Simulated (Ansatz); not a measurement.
ZrS₂:
```yaml
crystal:
  lattice:
    - [3.63504, 0.00000, 0.00000]
    - [-1.81752, 3.14804, 0.00000]
    - [0.00000, 0.00000, 5.71961]
  atoms:
    - { symbol: Zr, position: [0.00000, 0.00000, 0.00000] }
    - { symbol: S, position: [0.66667, 0.33333, 0.74470] }
    - { symbol: S, position: [0.33333, 0.66667, 0.25530] }
```

The program Ansatz at the PBE+D3(BJ) level (PAW) gives a gap of 0.66 eV without spin–orbit coupling, maximum at Γ, minimum at L.

Question: What happens when spin–orbit coupling is switched on?

Answer: The gap decreases by 0.01 eV, to 0.65 eV; maximum at Γ, minimum at L.

Question: Give the electron effective mass with spin–orbit coupling.

Answer: 0.29, 0.72, 2.5 mₑ (principal values).

Question: Give the hole effective mass with spin–orbit coupling.

Answer: 0.22, 5.0, 5.0 mₑ (principal values).

Question: Give the Z2 indices of the occupied bands with spin–orbit coupling.

Answer: 0;(000).

Space group P-3m1 (CdI2 type). Symmetry was held in the PBE+D3(BJ) relaxation. No spin polarisation was allowed.

Potentials: the later of the program's two PAW sets.
